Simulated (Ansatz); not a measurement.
4 guesses for AlW₃ and where they end

Level of theory: DFT PBE, scalar-relativistic, plane waves, PAW (Ansatz). All cells share a 420 eV cutoff and Γ-centred k meshes spaced at most about 0.3 Å⁻¹ (about 0.25 or finer for metals, 2π included). No spin polarisation in the final relaxations.

Each guess was relaxed in cell and atoms at zero pressure, within the symmetry of its start. All energies are static (0 K, no zero-point motion). Coordination counts all near atoms (those within 1.25 times the shortest distance at each site; a plus sign parts nearer from farther groups).

```csv
guess,made from,start group,V start (Å³/atom),end group,V end (Å³/atom),coordination at the end,gap on mesh (eV),E over the lowest end (meV/atom)
1,Na3Bi type,Fm-3m,20.0,Fm-3m (BiF3 (D0_3)),15.8,"Al 8+6, W 8+6",0,14
2,InPd3 type,P4/mmm,16.0,?,?,?,?,?
3,GaNi3 type,Pm-3m,15.4,Pm-3m (Cu3Au (L1_2)),15.9,"Al 12, W 12",0,69
4,Tb3Mg type,P4/mmm,21.3,P4/mmm,15.8,"Al 10+4, W 10+4",0,0
```

Guess 2 as it starts:

```
Al W
1.0
     4.03917    0.00000    0.00000
     0.00000    4.03917    0.00000
     0.00000    0.00000    3.92068
Al W
1 3
Direct
  0.00000 0.00000 0.00000
  0.50000 0.50000 0.00000
  0.50000 0.00000 0.50000
  0.00000 0.50000 0.50000
```

Q: Predict the end of this guess and its energy over the lowest end.

A: It ends in Al and W ordered on bcc sites, space group P4/mmm (No. 123), with a = 4.365 Å, c = 3.305 Å, 15.7 Å³/atom and no gap. It lies 9 meV/atom over the lowest end, above guess 4 and within the noise of guess 1. Counting all near atoms, this end has Al 8+6, W 8+6 and the lowest (guess 4) has Al 10+4, W 10+4.

```
CELL_PARAMETERS angstrom
4.36470 0.00000 0.00000
0.00000 4.36470 0.00000
0.00000 0.00000 3.30488
ATOMIC_POSITIONS crystal
Al 0.00000 0.00000 0.00000
W 0.50000 0.50000 0.00000
W 0.50000 0.00000 0.50000
W 0.00000 0.50000 0.50000
```

Formation energies are uncorrected and refer to the elements' standard structures at the same level.

Q: Is the lowest end bound against the elements?

A: No: its formation energy is +0.14 eV/atom. A positive value: parting into the elements would lower its energy.

For metals, differences of a few meV/atom aren't resolved. These runs have no spin–orbit coupling, which can matter for W. Cells relaxed within their symmetry can be saddle points. A lower structure may well exist outside this small set. Some types were kept out of the candidates beforehand, so the set may lack a known form.
